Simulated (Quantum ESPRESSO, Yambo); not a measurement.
# Levels of theory for the gap of CsScW2O8

CsScW2O8 (space group P-3m1, No. 164): one geometry, one set of PBEsol (Quantum ESPRESSO, PseudoDojo norm-conserving, 84 Ry, scalar-relativistic) orbitals, self-energies from Yambo (3×3×1 Γ-centred k mesh, bands 4 to 360 and a 7 Ry block in the screening, 360 bands in G with the Bruneval-Gonze terminator, plasmon pole fitted at 27.2 eV).

The geometry is that of Materials Project entry mp-1213157, symmetrised and not relaxed again.

```tsv
level	gap (0, 0.333, 0) → Γ (eV)	direct gap at Γ (eV)	rough Yambo cost
PBEsol (Quantum ESPRESSO)	3.90	3.92	–
exchange only (Hartree-Fock self-energy on PBEsol orbitals)	15.19	15.19	about 1/10 (6 states)
static COHSEX@PBEsol	7.46	7.44	within a factor of two (3 states)
G0W0@PBEsol, plasmon pole	6.60	6.59	1 (6 states)
```

Bare exchange has no screening and gives the widest gap; static COHSEX screens it but leaves out the frequency dependence, which G0W0 restores.

Costs are rough ratios of core time on shared machines.

Nearest settings tried, and what they do to the gap: 235 bands in W, 235 bands in G: +46 meV; 6 Ry block (427 vectors against 553): -7 meV. Not varied: mesh. So the settings aren't converged at that level.

Without spin-orbit coupling, band edges of such heavy elements can be off by tenths of an eV.

The structure is a Materials Project entry; no match was found in the copy of COD used, and its stability was not checked.
